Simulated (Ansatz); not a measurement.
In the program Ansatz at the r²SCAN level (PAW), La in the diamond structure (Fd-3m) relaxes to a = 6.654 Å. La has 4 nearest neighbours from 2.88 Å (tetrahedral).

Electronic character: metallic (no gap). Gap from r²SCAN with spin–orbit coupling: none (metallic).

The bulk modulus is 49.4 GPa. The relaxed-ion elastic constants in GPa are C11 = 49.8, C12 = 49.0, C44 = -3.7.

The start of the workflow was typed in or built on a structure type; neither database checked (COD, Materials Project) lists it. It is not the phase usual at ambient conditions (space group No. 194). The cell was relaxed with r²SCAN under the symmetry of its start. At this level the phase is mechanically unstable. The volume moved by -38 % from the start of the relaxation. As this level gives no gap, shear constants depend on the k-mesh and smearing (Fermi–Dirac, 0.1 eV here). Scalar-relativistic: spin–orbit coupling is off unless named, which matters more the heavier the elements.

Potentials: the later of the program's two PAW sets.
